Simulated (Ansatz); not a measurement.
ZnSnN$_{2}$ in space group R-3m (No. 166; Zn on 3a, Sn on 3b, N on 6c), the program Ansatz at the r²SCAN level (PAW). The conduction-band minimum lies at Γ, with 1 equivalent valley. Second derivatives d²E/dk² of the lowest band at one valley (eV·Å²), along Cartesian directions:

```csv
direction,d²E/dk²
[100],56.52
[010],56.52
[001],54.08
[110],56.52
[101],55.32
[011],55.31
```

Problem. Find the principal effective masses, the density-of-states mass and the conductivity mass.

Solution. Off-diagonal terms follow from H_xy = H[110] − (H_xx + H_yy)/2, and m*/mₑ = 7.620 eV·Å² over each eigenvalue: 0.13, 0.13, 0.14. One valley's DOS mass (m₁m₂m₃)^(1/3) = 0.14, conductivity mass 3/(Σ 1/mᵢ) = 0.14 mₑ.

Problem. What effective density of states Nc follows at 300 K for parabolic valleys?

Solution. Nc = 2.509e19 × 1 × (0.14)^(3/2) ≈ 1.3e18 cm⁻³.

The start of the workflow was typed in or built on a structure type; neither database checked (COD, Materials Project) lists it. Whether it is the stable phase at ambient conditions was not checked. The r²SCAN relaxation kept the symmetry of its start; whether a distortion lowers the energy is not shown. Its formation energy is positive at this level, so the cell may be metastable or incomplete. Spin–orbit coupling is left out wherever it is not named.

Potentials: the later of the program's two PAW sets.

Edges and masses are those of Kohn–Sham bands, whose gap is no quasiparticle gap.
